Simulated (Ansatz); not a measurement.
Level of theory: DFT PBE, scalar-relativistic, plane waves, PAW (Ansatz). All cells share a 420 eV cutoff and Γ-centred k meshes spaced at most about 0.3 Å⁻¹ (about 0.25 or finer for metals, 2π included). No spin polarisation in the final relaxations.

Temperature and zero-point effects are left out.

Compare these two cells of Sb3Se, each relaxed at this level.

A.

```xyz
4
Lattice="3.7103 0.0000 0.0000 0.0000 3.7103 0.0000 0.0000 0.0000 7.4373" Properties=species:S:1:pos:R:3 pbc="T T T"
Sb    1.8551    1.8551    5.6248
Sb    0.0000    0.0000    3.7187
Sb    1.8551    1.8551    1.8125
Se    0.0000    0.0000    0.0000
```

B.

```xyz
8
Lattice="6.7427 0.0000 0.0000 -3.3714 5.8394 0.0000 0.0000 0.0000 5.4309" Properties=species:S:1:pos:R:3 pbc="T T T"
Sb    1.5571    0.8990    4.0732
Sb    5.1857    0.8990    4.0732
Sb    3.3714    4.0414    4.0732
Sb    1.8143    4.9404    1.3577
Sb   -1.8143    4.9404    1.3577
Sb    0.0000    1.7980    1.3577
Se    3.3714    1.9465    1.3577
Se    0.0000    3.8929    4.0732
```

**Question.** Which form is favoured at zero pressure, and by what margin per atom?

**Answer.** A is lower, by 68 meV/atom. A has Sb and Se ordered on bcc sites, space group P4/mmm (No. 123), 25.6 Å³/atom and no gap on its mesh; B has Sb and Se ordered on hcp sites, space group P6_3/mmc (No. 194), 26.7 Å³/atom and no gap. Counting Sb atoms around Se (those within 1.25 times the shortest such distance or 1.15 times the sum of covalent radii; a plus sign parts nearer from farther groups; the shortest distance is added where it is long for a bond), A has Se 8+2 from 3.2 Å and B has Se 12 from 3.4 Å. The denser one is the lower, and pressure would at first widen the difference. Even the lower one lies +0.19 eV/atom against the reference forms of the elements (uncorrected), so neither is stable at this level. Both come from invented guesses. A third cell relaxed alike, in Im-3m, lies 184 meV/atom below the lower of the two.

These runs have no spin–orbit coupling, which can matter for Sb. In P4/mmm an odd number of electrons in the primitive cell allows no gap without spin; a larger cell or a magnetic state could open one. Cells relaxed within their symmetry can be saddle points.
